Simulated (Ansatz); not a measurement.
The cell of CsH₃ is invented: random cell by space group and Wyckoff sites (P4_2/mnm, No. 136). Its size is a rough estimate.

```cif
data_structure
_symmetry_space_group_name_H-M 'P 1'
_symmetry_Int_Tables_number 1
_cell_length_a 5.7906
_cell_length_b 5.7906
_cell_length_c 9.6012
_cell_angle_alpha 90.000
_cell_angle_beta 90.000
_cell_angle_gamma 90.000
_cell_volume 321.94
loop_
_atom_site_label
_atom_site_type_symbol
_atom_site_fract_x
_atom_site_fract_y
_atom_site_fract_z
_atom_site_occupancy
Cs1 Cs 0.73207 0.73207 0.00000 1
Cs2 Cs 0.26793 0.26793 0.00000 1
Cs3 Cs 0.76793 0.23207 0.50000 1
Cs4 Cs 0.23207 0.76793 0.50000 1
H1 H 0.34210 0.34210 0.38940 1
H2 H 0.65790 0.65790 0.38940 1
H3 H 0.15790 0.84210 0.88940 1
H4 H 0.84210 0.15790 0.88940 1
H5 H 0.15790 0.84210 0.11060 1
H6 H 0.84210 0.15790 0.11060 1
H7 H 0.34210 0.34210 0.61060 1
H8 H 0.65790 0.65790 0.61060 1
H9 H 0.91548 0.08452 0.00000 1
H10 H 0.08452 0.91548 0.00000 1
H11 H 0.41548 0.41548 0.50000 1
H12 H 0.58452 0.58452 0.50000 1
```

Method: DFT PBE, scalar-relativistic, plane waves, PAW (Ansatz 0.2.0). Cutoff 420 eV, Gaussian smearing, Γ-centred meshes. Cell and atoms relax first on a coarse mesh and then on a converged one. In between, the cell is made exact in the group found at 0.06 Å. The steps can't lower the symmetry of their start. No spin polarisation.

A guess keeps its type if space group and coordination stay and the shape of the cell changes little (axis ratios within about 15 %, angles within 6°); the volume may change.

Question: Does this structure survive the relaxation?

Answer: It doesn't keep its type. The symmetry goes from P4_2/mnm (No. 136) to I4/mmm (No. 139), and the primitive cell from 16 to 4 atoms. The volume per atom shrinks by 8.3 %, from 20.1 to 18.4 Å³. The shortest distance goes from 1.22 Å (H–H) to 1.04 Å (H–H). Counting neighbours within 15 % of an atom's shortest distance, the start has Cs 2, H 1/3 and the end Cs 14, H 1/2. In detail, at the end Cs is surrounded by 14 H at 2.98–3.16 Å; H on a site of symmetry 4mm has 1 H at 1.04 Å, 1 H at 2.09 Å and 5 Cs at 3.12–3.16 Å; around H on a site of symmetry 4/mmm lie 2 H at 1.04 Å and 4 Cs at 2.98 Å.

Space group I4/mmm (No. 139). a = 4.211 Å, b = 4.211 Å, c = 8.318 Å, α = 90.00°, β = 90.00°, γ = 90.00°
```csv
atom,site,symmetry,x,y,z
Cs,2b,4/mmm,0.5000,0.5000,0.0000
H,4e,4mm,0.5000,0.5000,0.3746
H,2a,4/mmm,0.0000,0.0000,0.0000
```

The last run used a 10×10×10 mesh for its 4-atom cell and Gaussian smearing of 0.02 eV. A later test with randomly moved atoms led to a structure 26 meV/atom lower, so this end is a saddle point or a shallow minimum.

In counts of neighbours, a slash parts the counts of unlike sites.
